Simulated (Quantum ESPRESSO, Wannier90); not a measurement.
**Wannierisation of YOF (R-3m)**

Materials Project entry mp-3637; symmetrised, unrelaxed at this level. COD (Crystallography Open Database) has an entry of this formula and space group (matched by these alone). Method: PBEsol plane waves in Quantum ESPRESSO 7.5 (PseudoDojo norm-conserving files, 68 Ry, spinors with spin-orbit coupling), Bloch states on a 4×4×4 mesh through Γ, Wannier90 4.0.1. Density: 10×10×10 mesh, cold smearing 0.01 Ry.

```
begin unit_cell_cart
ang
   -1.8978549382    3.2871811784    0.0000000000
   -3.7957098764    0.0000000000    0.0000000000
   -1.8978549382    1.0957270595    6.2966300000
end unit_cell_cart
mp_grid = 4 4 4
```

Problem. Which shells of neighbouring k-points and which b-vectors and weights does Wannier90 pick for this cell and mesh?

Solution. 
```
 *---------------------------------- K-MESH ----------------------------------*
 +----------------------------------------------------------------------------+
 |                    Distance to Nearest-Neighbour Shells                    |
 |                    ------------------------------------                    |
 |          Shell             Distance (Ang^-1)          Multiplicity         |
 |          -----             -----------------          ------------         |
 |             1                   0.249466                      2            |
 |             2                   0.485036                      6            |
 |             3                   0.498932                      2            |
 |             4                   0.505969                      6            |
 |             5                   0.582222                      6            |
 |             6                   0.633416                      6            |
 |             7                   0.748399                      2            |
 |             8                   0.753108                      6            |
       ... (lines left out)
 +----------------------------------------------------------------------------+
 | The b-vectors are chosen automatically                                     |
 | The following shells are used:                       1,  2                 |
 +----------------------------------------------------------------------------+
 |                        Shell   # Nearest-Neighbours                        |
 |                        -----   --------------------                        |
 |                          1               2                                 |
 |                          2               6                                 |
 +----------------------------------------------------------------------------+
 | Completeness relation is fully satisfied [Eq. (B1), PRB 56, 12847 (1997)]  |
 +----------------------------------------------------------------------------+
 |                  b_k Vectors (Ang^-1) and Weights (Ang^2)                  |
 |                  ----------------------------------------                  |
 |            No.         b_k(x)      b_k(y)      b_k(z)        w_b           |
 |            ---        --------------------------------     --------        |
 |             1         0.000000    0.000000    0.249466     7.547681        |
 |             2         0.000000    0.000000   -0.249466     7.547681        |
 |             3        -0.413835   -0.238928   -0.083155     1.459776        |
 |             4         0.000000    0.477855   -0.083155     1.459776        |
 |             5        -0.413835    0.238928    0.083155     1.459776        |
 |             6         0.413835    0.238928    0.083155     1.459776        |
 |             7         0.000000   -0.477855    0.083155     1.459776        |
 |             8         0.413835   -0.238928   -0.083155     1.459776        |
```
